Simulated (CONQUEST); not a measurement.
Worked example: self-consistent single point of InAs (F-43m, 8 atoms in the cell; from Materials Project mp-20305) in CONQUEST.

Level of theory: PBE, numerical atomic orbitals double-zeta with polarisation (the shipped basis), PseudoDojo norm-conserving potentials made for PBE in CONQUEST.

```yaml
crystal:
  lattice:
    - [6.10712, 0.00000, 0.00000]
    - [0.00000, 6.10712, 0.00000]
    - [0.00000, 0.00000, 6.10712]
  atoms:
    - { symbol: In, position: [0.25000, 0.25000, 0.25000] }
    - { symbol: In, position: [0.25000, 0.75000, 0.75000] }
    - { symbol: In, position: [0.75000, 0.25000, 0.75000] }
    - { symbol: In, position: [0.75000, 0.75000, 0.25000] }
    - { symbol: As, position: [0.00000, 0.00000, 0.00000] }
    - { symbol: As, position: [0.00000, 0.50000, 0.50000] }
    - { symbol: As, position: [0.50000, 0.00000, 0.50000] }
    - { symbol: As, position: [0.50000, 0.50000, 0.00000] }
```

Reference input (self-consistent single point, DFT, PBE, numerical atomic orbitals double-zeta with polarisation (the shipped basis), PseudoDojo norm-conserving potentials made for PBE): basis = DZP; Diag.MPMeshX, Y, Z = 3 3 3; potentials = PseudoDojo norm-conserving PBE; Grid.GridCutoff = 140 Ha; DM.SolutionMethod = diagon; Diag.kT = 0.003675 Ha; Diag.GammaCentred = true; minE.SCTolerance = 1.0e-06; SC.MaxIters = 100; SC.LinearMixingFactor = 0.5; SC.KerkerPreCondition = true; SC.KerkerFactor = 0.1 1/bohr. This run's input differs from it in these lines:

```diff
@@ -18,5 +18,5 @@
 Diag.MPMesh                    T
-Diag.MPMeshX                   3
-Diag.MPMeshY                   3
-Diag.MPMeshZ                   3
+Diag.MPMeshX                   2
+Diag.MPMeshY                   2
+Diag.MPMeshZ                   2
 Diag.GammaCentred              T
```

Output (repeated stretches shortened):

```
    new_SC_potl: Starting.  Tolerance:  0.10000E-05

    PulayMixSC: Starting Pulay mixing, A_up =  0.500 A_dn =  0.500
    PulayMixSC: Spin non-polarised calculation.
    PulayMixSC: with Kerker preconditioning, q0 =  0.100
          Harris-Foulkes Energy            :    -18778.266659795110172 eV
          GroundState Energy (E-(1/2)TS)   :    -18778.294725755436957 eV
          Free Energy (E-TS)               :    -18778.322791715767380 eV
          DFT Total Energy                 :    -18775.527375853933336 eV
          Total number of electrons        :       111.999999999996902
   [... lines left out ...]
          Total number of electrons        :       112.000122582384563
    PulayMixSC: Pulay iteration     6 residual:              0.41062E-05
          Harris-Foulkes Energy            :    -18776.959742805916903 eV
          GroundState Energy (E-(1/2)TS)   :    -18776.984512600243761 eV
          Free Energy (E-TS)               :    -18777.009282394566981 eV
          DFT Total Energy                 :    -18776.959743267052545 eV
          Total number of electrons        :       112.000121126718057
    PulayMixSC: Pulay iteration     7 residual:              0.42536E-06
    PulayMixSC: Reached SCF tolerance of  0.42536E-06 after      7 iterations
      | Number of electrons      =       112.000121
      |* band energy as 2Tr[K.H] =     -2668.704470507263977 eV
      |  screened ion-ion energy =    -14371.784007468215350 eV
      |  Ha correction           =        24.365055739211279 eV
      |  XC correction           =     -1760.836567564278539 eV
      | GS Energy as E-(1/2)TS   =    -18776.984512600243761 eV
      | Free Energy as E-TS      =    -18777.009282394566981 eV
      |* Harris-Foulkes energy   =    -18776.959742805916903 eV
      |* DFT total energy        =    -18776.959743267052545 eV
      |  estimated accuracy      =         0.000000461134689 eV

    force: Forces on atoms (eV/a0)
    force:  Atom   X              Y              Z
    force:     1   0.0000000000   0.0000000000   0.0000000000
   [... zero for the other atoms too ...]

    force: Maximum force :        0.00000000(eV/a0) on atom         3 in z direction
    force: Force Residual:        0.00000000 eV/a0
    force: Total stress:         -3.30382593    -3.30382593    -3.30382593 GPa
    force: Average pressure:      3.30382593 GPa

    force: Finished force
    get_E_and_F: Change in energy during last step of electronic optimisation:  0.13443E-05
```

The run converged in 7 iterations. CONQUEST prints the stress tensor with tension positive. Against the reference run the free energy rises by 56.3 meV/atom and the pressure goes from 2.57 to 3.30 GPa.

The program uses no crystal symmetry, so grid and mesh can part values that symmetry would make equal. The atom-centred basis is finite, which shifts total energies and pressures against plane waves. This run is one point of a test of settings, so its values need not be converged; read them against the reference run alone. The structure comes from a collection of computed structures, made at another level of theory; the collection holds predicted forms beside known ones. No clean gap shows at this smearing width and mesh (spacing up to 0.51 Å⁻¹); the mesh is coarse for partly filled bands, so the values carry mesh errors. Semi-local functionals can close small gaps.

Cost on one core: about 50 core-seconds (a rough figure).
